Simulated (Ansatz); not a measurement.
MgS2:
```xyz
3
Lattice="3.2572 2.0553 0.0000 -3.2572 2.0553 0.0000 -2.1966 0.0000 4.5061" Properties=species:S:1:pos:R:3 pbc="T T T"
Mg    -1.0983     2.0553     2.2530
S      1.1909     2.0553     3.4655
S     -3.3874     2.0553     1.0406
```

Relaxed with PBEsol.

Q: Map the valence electron density (e/Å³), cut off at 0.9 on the plane through (0.500, 0.500, 0.500) spanned by u = [1, -1, 1] and v = [-1, 1, 1] in lattice vectors, from plane-wave PAW PBEsol (Ansatz code).

A: x is the fraction of u, y of v (the angle between them is 106°; rows are the nearest grid lines); atoms in the plane: Mg at (0.00, 0.00), Mg at (0.50, 0.50), S at (0.36, 0.91), S at (0.86, 0.41), S at (0.14, 0.59), S at (0.64, 0.09).
```
|@@@@:..:-+*%%@@@@@@%%*+-:..:@@@@|
|@@+..:=#@@@%#@@@#=-:...    :@@@@|
|=:...-+@@@* :%@@+-..       .:=+=|
|   ..-+%@@%@@@@+:.              |
|     .:=*#%%*=-.                |
|      ...::...                  |
|     ......                     |
| ..:-==-::.                     |
|:=#@@@@@#+-..                 .:|
|+@@@-.*@@#=:..  ..           .-+|
|#@@+ -@@@#=:...-++-.       ..:=#|
|@@@@@@@%+-:.:@@@@@@%....::-=+*#@|
|@#*+=-::....%@@@@@@:.:-+%@@@@@@@|
|#=:..       .-++-...:=#@@@- +@@#|
|+-.           ..  ..:=#@@*.-@@@+|
|:.                 ..-+#@@@@@#=:|
|                     .::-==-:.. |
|                     ......     |
|                  ...::...      |
|                .-=*%%#*=:.     |
|              .:+@@@@%@@%+-..   |
|=+=:.       ..-+@@%: *@@@+-...:=|
|@@@@:    ...:-=#@@@#%@@@#=:..+@@|
|@@@@:..:-+*%%@@@@@@%%*+-:..:@@@@|
```
Scale: ten equal steps from 0.014 (start of ' ') to 0.900 (end of '@'), in the order ' .:-=+*#%@'; x runs from 0.000 to 1.00, y from 0.000 (bottom) to 1.00 (top).

The density is the valence pseudo-density with augmentation charge, so density and ELF within about 1 Å of a nucleus are not all-electron values.

Space group C2/m. The first step of the workflow began from a Materials Project structure, measured or hypothetical; the Crystallography Open Database copy checked does not list it. Whether it is the stable phase at ambient conditions was not checked. Symmetry was held in the PBEsol relaxation; its stability against distortions is not shown here.

Potentials: the later of the program's two PAW sets.
